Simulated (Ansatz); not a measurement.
A strain series on Si3N4 (P6_3/m): epitaxial in the xy plane

A 14-atom cell of Si3N4 (P6_3/m) from a materials database, relaxed with r2SCAN in Ansatz, then strained (epitaxial in the xy plane; changes of length per length, axes as in the cell below) with the atoms relaxed again within the symmetry that is left. The symmetry is P6_3/m (No. 176, hexagonal); a = 7.606 Å, c = 2.906 Å in the conventional setting, 10.40 Å³ an atom. Si has 4 N at 1.73–1.74 Å; N has 3 Si at 1.73 Å; N has 3 Si at 1.73–1.74 Å. No spin polarisation and no zero-point or thermal motion.

```
CELL_PARAMETERS angstrom
7.60566 0.00000 0.00000
-3.80283 6.58670 0.00000
0.00000 0.00000 2.90565
ATOMIC_POSITIONS crystal
Si 0.23061 0.82457 0.75000
Si 0.40604 0.23061 0.25000
Si 0.82457 0.59396 0.25000
Si 0.17543 0.40604 0.75000
Si 0.59396 0.76939 0.75000
Si 0.76939 0.17543 0.25000
N 0.33333 0.66667 0.75000
N 0.66667 0.33333 0.25000
N 0.96874 0.66968 0.75000
N 0.29906 0.96874 0.25000
N 0.66968 0.70094 0.25000
N 0.33032 0.29906 0.75000
N 0.03126 0.33032 0.25000
N 0.70094 0.03126 0.75000
```

Gaps are the least over each mesh (PBE 6×6×8, r2SCAN 6×6×8, HSE06 3×3×6 when unstrained) and the special points, which keep their unstrained names; stress is the change from the unstrained cell, compression positive.

| strain (%) | free normal strain (%) | gap, PBE (eV) | gap, r2SCAN (eV) | gap, HSE06 (eV) | edges, HSE06 | in-plane stress, r2SCAN (GPa) | energy rise, r2SCAN (meV/atom) |
| --- | --- | --- | --- | --- | --- | --- | --- |
| -3.0 | +1.44 | 3.776 | 4.419 | 5.200 | Γ–A (0.35) → Γ | +18.55 | 35.3 |
| -2.0 | +0.90 | 3.974 | 4.622 | 5.405 | Γ–A (0.34) → Γ | +12.22 | 15.6 |
| 0.0 | 0.00 | 4.334 | 4.990 | 5.774 | Γ–A (0.34) → Γ | 0.00 | 0.0 |
| +1.0 | -0.37 | 4.492 | 5.152 | 5.935 | Γ–A (0.33) → Γ | -5.78 | 3.8 |
| +2.0 | -0.70 | 4.317 | 4.946 | 5.750 | Γ–A (0.30) → (0, -1/2, 0.427) | -11.28 | 15.0 |
| +3.0 | -0.99 | 4.070 | 4.693 | 5.506 | Γ → (0, -1/2, 0.424) | -16.45 | 33.3 |

Q: Estimate the row for a strain of -1.0 %.

A:

| strain (%) | free normal strain (%) | gap, PBE (eV) | gap, r2SCAN (eV) | gap, HSE06 (eV) | edges, HSE06 | in-plane stress, r2SCAN (GPa) | energy rise, r2SCAN (meV/atom) |
| --- | --- | --- | --- | --- | --- | --- | --- |
| -1.0 | +0.43 | 4.160 | 4.813 | 5.596 | Γ–A (0.34) → Γ | +6.02 | 3.9 |

Between zero and the nearest strains the slope of the HSE06 gap against strain is +0.178 eV per percent for negative and +0.161 for positive strain.

Where an edge lies off the special points, it is a point of the mesh or the k point where a search put PBE's edge or least direct gap, reused for the other functionals, whose own edges may lie a little apart.

The meshes of the hybrids are coarse, so their gaps aren't converged to the digits shown.
